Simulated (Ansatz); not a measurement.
Here is the system:

BAs:
```cif
data_AsB
_chemical_formula_sum 'B1 As1'
_space_group_name_H-M_alt 'Pm-3m'
_space_group_IT_number 221
_space_group_name_Hall '-P 4 2 3'
_cell_length_a 2.90293
_cell_length_b 2.90293
_cell_length_c 2.90293
_cell_angle_alpha 90.000
_cell_angle_beta 90.000
_cell_angle_gamma 90.000
loop_
_atom_site_label
_atom_site_type_symbol
_atom_site_symmetry_multiplicity
_atom_site_Wyckoff_symbol
_atom_site_fract_x
_atom_site_fract_y
_atom_site_fract_z
_atom_site_occupancy
B1 B 1 a 0.00000 0.00000 0.00000 1
As1 As 1 b 0.50000 0.50000 0.50000 1
```

This is the PBEsol-relaxed structure.

Problem. All from plane-wave PAW PBEsol (Ansatz code), unless another level is named. Give the electronic character.

Solution. metallic (no gap).

Problem. What about the density of states at the Fermi level?

Solution. 0.43 states/eV per atom (mean over ±0.08 eV).

Problem. And the formation energy from the elements (no fitted shifts)?

Solution. 1.44 eV/atom.

Problem. And the gap with spin–orbit coupling?

Solution. none (metallic).

The start of the workflow was typed in or built on a structure type; neither database checked (COD, Materials Project) lists it. It is not the phase usual at ambient conditions (space group No. 216). The cell was relaxed with PBEsol under the symmetry of its start. At this level the phase is dynamically unstable (imaginary phonons). The volume moved by 26 % from the start of the relaxation. Its formation energy is positive at this level, so the cell may be metastable or incomplete. The references are the lowest solids computed at this level, not always the standard phases. Spin–orbit coupling is left out wherever it is not named.

Potentials: the earlier of the program's two PAW sets. The files were generated under PBE; for other functionals the program regenerates the frozen cores, and for LDA and PBEsol the local potential too.
